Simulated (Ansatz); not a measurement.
Given:

BN:
```
CELL_PARAMETERS angstrom
      0.00000     1.81238     1.81238
      1.81238     0.00000     1.81238
      1.81238     1.81238     0.00000
ATOMIC_POSITIONS crystal
  N  0.75000 0.75000 0.75000
  B  0.00000 0.00000 0.00000
```

This is the PBE-relaxed structure.

### Question
All from DFT-PBE in the program Ansatz with PAW potentials, unless another level is named. Give the formation energy from the elements (no fitted shifts).

### Answer
-1.17 eV/atom.

### Question
Give the band gap.

### Answer
4.46 eV (indirect).

### Question
What about the smallest direct gap on the standard path?

### Answer
8.79 eV.

Space group F-43m (zinc blende). Symmetry was held in the PBE relaxation. The references are the lowest solids computed at this level, not always the standard phases (solids in place of the gases).

Potentials: the later of the program's two PAW sets.
